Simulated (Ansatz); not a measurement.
AlAs (zinc blende)

```xyz
2
Lattice="0.0000 2.8371 2.8371 2.8371 0.0000 2.8371 2.8371 2.8371 0.0000" Properties=species:S:1:pos:R:3 pbc="T T T"
As     4.2557     4.2557     4.2557
Al     0.0000     0.0000     0.0000
```

Two coordinates are scanned: the volume, and the ratio of the stretch along z (the conventional c axis) to the stretch across it. Atoms keep their fractional coordinates.

Calculation: PBEsol (plane waves to 420 eV, PAW, scalar-relativistic; Ansatz, a first-principles code). k mesh 10×10×10 (Γ-centred), Fermi-Dirac smearing 0.05 eV. E stands for the smeared free energy. AlAs was relaxed with its symmetry unable to fall. The PAW data are Ansatz's earlier set. The zero of ΔE is the relaxed starting cell.

| ΔE (kJ/mol of atoms) | V/V₀ = 0.920 | V/V₀ = 0.960 | V/V₀ = 1.000 | V/V₀ = 1.040 | V/V₀ = 1.080 |
|---|---|---|---|---|---|
| (c/a)/(c/a)₀ = 0.920 | 4.92 | 2.23 | 1.50 | 2.34 | 4.46 |
| (c/a)/(c/a)₀ = 0.960 | 4.00 | 1.21 | 0.38 | 1.14 | 3.19 |
| (c/a)/(c/a)₀ = 1.000 | [?] | 0.86 | 0.00 | 0.74 | 2.76 |
| (c/a)/(c/a)₀ = 1.040 | 4.03 | 1.23 | 0.40 | 1.16 | 3.20 |
| (c/a)/(c/a)₀ = 1.080 | [?] | 2.39 | 1.62 | 2.44 | 4.53 |

### Question
Some entries are withheld; supply them.

### Answer

- (c/a)/(c/a)₀ = 1.000, V/V₀ = 0.920: 3.68
- (c/a)/(c/a)₀ = 1.080, V/V₀ = 0.920: 5.11

(Under strain, the slope of the energy per volume gives the stress and its curvature an elastic modulus.)
